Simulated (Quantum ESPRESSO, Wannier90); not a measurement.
Tight-binding from DFT: WBr₆ (R-3)

```
begin unit_cell_cart
ang
   -3.2802350691    5.6815338005    0.0000000000
   -6.5604701382    0.0000000000    0.0000000000
   -3.2802350691    1.8938446002    5.9655100000
end unit_cell_cart
begin atoms_frac
W    0.0000000000  0.0000000000  0.0000000000
Br  -0.0844000000 -0.3832600000  0.2380300000
Br   0.0844000000  0.3832600000 -0.2380300000
Br  -0.3832600000  0.2296300000  0.2380300000
Br   0.3832600000 -0.2296300000 -0.2380300000
Br   0.2296300000 -0.0844000000  0.2380300000
Br  -0.2296300000  0.0844000000 -0.2380300000
end atoms_frac
```

Cell from Materials Project (mp-28483), symmetrised, no further relaxation. Not found in the COD (Crystallography Open Database) copy used; not checked further. Level: PBEsol, no spin polarisation, no spin-orbit coupling; pw.x of Quantum ESPRESSO at 60 Ry with PseudoDojo potentials, 4×4×4 k-points, Wannier90. Density: 6×6×6 mesh, cold smearing 0.01 Ry. Spin-orbit coupling is left out although heavy elements are present.

A tight-binding model is made by disentanglement and projection with no localisation steps (num_iter = 0), so the 23 orbitals stay atom-like: hydrogen-like W: d; Br: p, axes along x, y, z; frozen window up to 2.42 eV relative to the valence-band maximum. It follows pw.x to 0.4 meV rms for states up to 1.9 eV relative to the valence-band maximum. Matrix elements depend on this choice of orbitals and windows.

Q: What are the on-site energies relative to the valence-band maximum, and how fast do the hoppings decay?

A: 
```json
[
 {"atom": "W1", "orbitals": "dz2", "energy (eV)": "-0.32"},
 {"atom": "W1", "orbitals": "dxz dyz", "energy (eV)": "0.53"},
 {"atom": "W1", "orbitals": "dx2-y2 dxy", "energy (eV)": "0.10"},
 {"atom": "Br2", "orbitals": "pz", "energy (eV)": "-1.31"},
 {"atom": "Br2", "orbitals": "px", "energy (eV)": "-1.53"},
 {"atom": "Br2", "orbitals": "py", "energy (eV)": "-1.08"},
 {"atom": "Br3", "orbitals": "pz", "energy (eV)": "-1.31"},
 {"atom": "Br3", "orbitals": "px", "energy (eV)": "-1.53"},
 {"atom": "Br3", "orbitals": "py", "energy (eV)": "-1.08"},
 {"atom": "Br4", "orbitals": "pz", "energy (eV)": "-1.31"},
 {"atom": "Br4", "orbitals": "px", "energy (eV)": "-1.20"},
 {"atom": "Br4", "orbitals": "py", "energy (eV)": "-1.41"},
 {"atom": "Br5", "orbitals": "pz", "energy (eV)": "-1.31"},
 {"atom": "Br5", "orbitals": "px", "energy (eV)": "-1.20"},
 {"atom": "Br5", "orbitals": "py", "energy (eV)": "-1.41"},
 {"atom": "Br6", "orbitals": "pz", "energy (eV)": "-1.31"},
 {"atom": "Br6", "orbitals": "px", "energy (eV)": "-1.18"},
 {"atom": "Br6", "orbitals": "py", "energy (eV)": "-1.43"},
 {"atom": "Br7", "orbitals": "pz", "energy (eV)": "-1.31"},
 {"atom": "Br7", "orbitals": "px", "energy (eV)": "-1.18"},
 {"atom": "Br7", "orbitals": "py", "energy (eV)": "-1.43"}
]
```

| distance of the centres (Å) | largest modulus (eV) |
|---|---|
| 2–3 | 1.7 |
| 3–4 | 0.78 |
| 4–5 | 0.17 |
| 5–6 | 0.031 |
| 6–7 | 0.038 |
| 7–8 | 0.030 |
| 8–9 | 0.0089 |
| 9–10 | 0.0041 |
